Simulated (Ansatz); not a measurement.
## HfIn4SiO6 and the effect of the functional

```
CELL_PARAMETERS angstrom
2.41418 -8.12947 -0.00361
2.41418 8.12947 -0.00361
-0.98872 0.00000 4.73072
ATOMIC_POSITIONS crystal
Hf 0.00000 0.00000 0.00000
In 0.66321 0.33679 0.00000
In 0.16197 0.83803 0.50000
In 0.33679 0.66321 0.00000
In 0.83803 0.16197 0.50000
Si 0.50000 0.50000 0.50000
O 0.73033 0.73033 0.27051
O 0.26967 0.26967 0.72949
O 0.19575 0.35695 0.27609
O 0.64305 0.80425 0.72391
O 0.80425 0.64305 0.72391
O 0.35695 0.19575 0.27609
```

The cell comes from a database or a generator and needn't be the stable form of this composition.

Kept alike: task single point; k mesh 3 × 3 × 3; occupations fermi-dirac, width 0.05 eV; no spin polarisation. Program: Ansatz, Ansatz PAW. Cutoffs run from 420 to 500 eV. The mesh is that of the run's cell of 12 atoms. No spin-orbit coupling.

| run | pressure (GPa) |
| --- | --- |
| A | -7.50 |
| B | -0.51 |
| C | -5.79 |

The k mesh is coarse, so the values aren't converged. Pressure is positive in compression, with a Pulay correction for the finite cutoff. All rows use potentials made for PBE.

Question: The runs differ in the functional (and the cutoff that goes with it) alone: B3LYP; r2SCAN0; r2SCANh. Which run is which?

Answer: Run A is r2SCAN0; run B is B3LYP; run C is r2SCANh. The pressure runs from -7.50 (r2SCAN0) to -0.51 GPa (B3LYP).
